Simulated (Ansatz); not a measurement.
NbSi2:
```xyz
9
Lattice="4.7968 0.0000 0.0000 -2.3984 4.1541 0.0000 0.0000 0.0000 6.5784" Properties=species:S:1:pos:R:3 pbc="T T T"
Nb     1.1992     2.0771     4.3856
Nb    -1.1992     2.0771     2.1928
Nb     2.3984     0.0000     0.0000
Si     1.2595     3.4966     2.1928
Si     2.3984     2.8391     0.0000
Si    -1.2595     3.4966     4.3856
Si     1.1389     0.6575     2.1928
Si     0.0000     1.3151     0.0000
Si     3.6579     0.6575     4.3856
```

Relaxed with r²SCAN. Special points in fractions of this cell's reciprocal vectors: Γ (0.000, 0.000, 0.000); M (0.500, 0.000, 0.000); K (0.333, 0.333, 0.000); A (0.000, 0.000, 0.500); L (0.500, 0.000, 0.500); H (0.333, 0.333, 0.500).

**Question.** List the band energies nearest the Fermi level at these points for r²SCAN in the plane-wave PAW code Ansatz.

**Answer.** In eV from the Fermi level; about four levels below and three above (degenerate sets whole), none deeper than 8.9 eV; points with the same levels are listed once.

```csv
k,below,above
Γ,-2.36 -2.36 -2.09 -2.09 -1.20,0.89 3.34 3.58
M,-1.10 -0.75 -0.14 -0.07,0.81 1.26 1.62
K,-1.91 -1.91 -1.71 -1.69 -1.69,0.32 0.32 0.44
A,-2.21 -1.82 -1.56 -1.56,1.06 1.06 2.95 2.95
L,-1.94 -1.78 -0.67 -0.33,1.51 1.93 2.46
H,-0.82 -0.82 -0.19 -0.19,0.88 2.15 2.24 2.24
```

Space group P6_422. The workflow started from a Materials Project entry (that database holds measured and hypothetical structures alike); the Crystallography Open Database files this formula in space group No. 181, but the cells were not matched. Whether it is the stable phase at ambient conditions was not checked. The cell was relaxed with r²SCAN under the symmetry of its start; whether a distortion lowers the energy is not shown. No spin polarisation was allowed. Scalar-relativistic: spin–orbit coupling is off unless named, which matters more the heavier the elements.

Potentials: the earlier of the program's two PAW sets.
